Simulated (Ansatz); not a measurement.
A geometry of Sc$_{3}$In away from equilibrium: the start of the relaxation of a relaxed Sc3In cell, doubled along one cell vector, shaken by Gaussian noise of σ = 0.08 Å a coordinate. The numbers are results of r2SCAN (plane waves to 500 eV, PAW, scalar-relativistic; Ansatz, a quantum-chemistry and plane-wave program), not measurements. Γ-centred k-mesh 7×4×7 on the run's cell (coarser than for final values), Fermi–Dirac smearing 0.05 eV.

```xyz
8
Lattice="4.5255 0.0000 0.0000 0.0000 9.0509 0.0000 0.0000 0.0000 4.5255" Properties=species:S:1:pos:R:3:forces:R:3 pbc="T T T" free_energy=-24069.552 pressure_GPa=0.4
Sc     2.2556     2.1695     0.0176   -0.1512    0.3715   -0.0196
Sc     2.1520     6.8952    -0.0343    0.6803   -0.3985   -0.0263
Sc    -0.0748     2.1966     2.3500    0.2068    0.3935   -0.3144
Sc     0.1505     6.8555     2.1901   -1.1027   -0.2871    0.2296
Sc     2.2154     0.1120     2.2888    0.0969   -0.4964   -0.1172
Sc     2.2580     4.4654     2.1462   -0.0273    0.1845    0.4831
In    -0.0814    -0.0911    -0.0194    0.1990    0.5829    0.1014
In    -0.0375     4.6101     0.0230    0.0982   -0.3504   -0.3365
```

Positions in Å, forces in eV/Å, free energy of the cell in eV (comparable only within this code, potentials and settings). Largest force: 1.16 eV/Å, on Sc4 (atoms numbered as listed); the geometry lies 0.04 eV/atom above the end of its relaxation.

No spin polarisation in the result. A magnetic state may lie lower.

The cell that was disturbed is our relaxation of an entry of Materials Project.
